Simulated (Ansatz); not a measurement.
TiAl3 in space group Pmm2 (No. 25; Ti on 1b, Al on 1d, Al on 1c, Al on 1a), the program Ansatz at the r²SCAN level (PAW), all energies at zero smearing, with the estimated change up to a 700 eV cutoff added, with one set of potentials and settings (totals compare only within such a set). Cell of 4 atoms (1 Ti, 3 Al): -4126.652 eV.

```json
[
 {"element": "Ti", "reference phase": "P6/mmm, 3 atoms in the cell", "E (eV/atom)": "-2504.3896"},
 {"element": "Al", "reference phase": "Fm-3m, 1 atoms in the cell", "E (eV/atom)": "-540.4083"}
]
```

Formation energy per atom, worked out: (-4126.652 − 1×(-2504.3896) − 3×(-540.4083))/4 = -0.259 eV/atom (-25 kJ per mol of atoms), at 0 K, without zero-point energy or fitted corrections.

The first step of the workflow began from a Materials Project structure, measured or hypothetical; the Crystallography Open Database copy checked does not list it. With Ti and Al taken as one species the cell has the higher symmetry P6_3/mmc, so it may be an ordered model of a mixed-site phase. Its standing as an ambient phase is unchecked. The cell was relaxed with r²SCAN under the symmetry of its start; its stability against distortions is not shown here. The run is not spin-polarised. The references are the lowest solids computed at this level, not always the standard phases.

Potentials: the later of the program's two PAW sets.
